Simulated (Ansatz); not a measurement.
A relaxation computed with Ansatz, from input to last step.

```yaml
crystal:
  lattice:
    - [4.0274819125, 0.0, 0.0]
    - [0.0, 4.0274819125, 0.0]
    - [0.0, 0.0, 5.5285726384]
  atoms:
    - { symbol: Pb, position: [0.0, 0.5, 0.2171402479] }
    - { symbol: Pb, position: [0.5, 0.0, 0.7828597521] }
    - { symbol: O, position: [0.0, 0.0, 0.0] }
    - { symbol: O, position: [0.5, 0.5, 0.0] }
basis:
  ecutwfc: 500
kpoints:
  mp_grid: { grid: [8, 8, 6] }
hamiltonian:
  xc: r2scan
scf:
  occupations: { method: gaussian, width: 0.02 }
output:
  forces: true
  stress: true
  eigenvalues: true
relax:
  adjacent_minimum: "off"
  f_tol: 0.01
  max_steps: 30
  cell: { stress_tol: 0.1, fix: [volume] }
```

```bash
ansatz run input.yaml --threads 1 --pin off --max-ram 2560MiB --backend cpu --events-out ev --progress --plain --runs-dir out
```

Method: DFT r2SCAN, scalar-relativistic, plane waves, PAW in Ansatz.

The volume is held at 1.06 times that of the relaxed cell.

Of 6 frames 5 are shown, positions in Å and forces in eV/Å; the SCF threshold varies from step to step. Steps run on the plane waves of an earlier cell, with a Pulay correction in the pressure. The basis is chosen afresh for the last frame, the zero of the energies, and at times for earlier ones too; energy and pressure step there, also at an unchanged geometry. The mark taken_back stands on steps that the optimiser undid.

```xyz
4
Lattice="4.0275 0.0000 0.0000 0.0000 4.0275 0.0000 0.0000 0.0000 5.5286" Properties=species:S:1:pos:R:3:forces:R:3 pbc="T T T" step=1 free_energy_over_end_meV_per_atom=3.68 pressure_GPa=-2.36
Pb    0.0000    2.0137    1.2005    0.0000    0.0000   -0.3902
Pb    2.0137    0.0000    4.3281    0.0000    0.0000    0.3902
O     0.0000    0.0000    0.0000    0.0000    0.0000    0.0000
O     2.0137    2.0137    0.0000    0.0000    0.0000    0.0000
4
Lattice="4.0165 0.0000 0.0000 0.0000 4.0165 0.0000 0.0000 0.0000 5.5587" Properties=species:S:1:pos:R:3:forces:R:3 pbc="T T T" step=2 free_energy_over_end_meV_per_atom=6.22 pressure_GPa=0.94 taken_back
Pb    0.0000    2.0083    1.1439    0.0000    0.0000    0.6087
Pb    2.0083    0.0000    4.4149    0.0000    0.0000   -0.6087
O     0.0000    0.0000    0.0000    0.0000    0.0000    0.0000
O     2.0083    2.0083    0.0000    0.0000    0.0000    0.0000
4
Lattice="4.0121 0.0000 0.0000 0.0000 4.0121 0.0000 0.0000 0.0000 5.5710" Properties=species:S:1:pos:R:3:forces:R:3 pbc="T T T" step=3 free_energy_over_end_meV_per_atom=0.46 pressure_GPa=-0.95
Pb    0.0000    2.0061    1.1831    0.0000    0.0000   -0.0130
Pb    2.0061    0.0000    4.3880    0.0000    0.0000    0.0130
O     0.0000    0.0000    0.0000    0.0000    0.0000    0.0000
O     2.0061    2.0061    0.0000    0.0000    0.0000    0.0000
4
Lattice="3.9999 0.0000 0.0000 0.0000 3.9999 0.0000 0.0000 0.0000 5.6052" Properties=species:S:1:pos:R:3:forces:R:3 pbc="T T T" step=4 free_energy_over_end_meV_per_atom=0.10 pressure_GPa=-0.60
Pb    0.0000    1.9999    1.1853    0.0000    0.0000    0.0305
Pb    1.9999    0.0000    4.4199    0.0000    0.0000   -0.0305
O     0.0000    0.0000    0.0000    0.0000    0.0000    0.0000
O     1.9999    1.9999    0.0000    0.0000    0.0000    0.0000
4
Lattice="3.9901 0.0000 0.0000 0.0000 3.9901 0.0000 0.0000 0.0000 5.6327" Properties=species:S:1:pos:R:3:forces:R:3 pbc="T T T" step=6 free_energy_over_end_meV_per_atom=0.00 pressure_GPa=-0.50
Pb    0.0000    1.9950    1.1904    0.0000    0.0000    0.0075
Pb    1.9950    0.0000    4.4422    0.0000    0.0000   -0.0075
O     0.0000    0.0000    0.0000    0.0000    0.0000    0.0000
O     1.9950    1.9950    0.0000    0.0000    0.0000    0.0000
```

Time: 93 s on 1 thread of Arm Neoverse V2 (shared host), peak memory 0.61 GiB.

Spin–orbit coupling is left out, which can shift energies with elements as heavy as these. The cell holds layers, and r2SCAN describes their binding at middle range but leaves out its long-range dispersion part.